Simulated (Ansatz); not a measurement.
**TlSn: pressure against volume**

TlSn, P4/mmm, a = 3.260 Å, c = 5.450 Å. The structure is a COD entry; whether it is the stable form wasn't checked. Ansatz: r2SCAN, PAW, 500 eV, Γ-centred 12×12×10 mesh on 2 atoms, Gaussian smearing 0.10 eV; no spin polarisation. Shape and atoms are relaxed at each volume; pressure is positive in compression.

```
V (Å³/atom) P (GPa)
     25.477        ?
     26.345     4.76
     27.214     2.88
     28.082     1.33
     28.951     0.02
     29.819    -1.05
     30.688    -1.94
     31.846    -2.95
```

Task: Take V0 = 28.951 Å³/atom, count pressures from its P0 = 0.02 GPa, fit the third-order Birch–Murnaghan form to the other rows, and predict the missing pressure.

Result: With the Eulerian strain f = ½[(V0/V)^(2/3) − 1] and y = (P − P0)/[3f(1 + 2f)^(5/2)], the form is the line y = B0 + 1.5 B0 (B0′ − 4) f. Rows (f, y): 0.03245, 41.6; 0.02106, 40.8; 0.01026, 40.5; -0.00975, 38.4; -0.01905, 37.8; -0.03078, 37.7. Means f = 0.0006983, y = 39.467; Σ(Δf)² = 0.003004, ΣΔfΔy = 0.2044; the slope is their ratio. y = 39.42 + 68.05 f GPa, so B0 = 39.4 GPa and B0′ = 4 + 2 × (68.05)/(3 × 39.42) = 5.15. At V = 25.477, f = 0.04448, y = 42.45 and P = 7.03 GPa. The run gave 6.97 GPa, so the fit is 0.06 GPa too high, a small miss on the scale of the series.

Spin–orbit coupling is left out, which can shift energies with elements as heavy as these.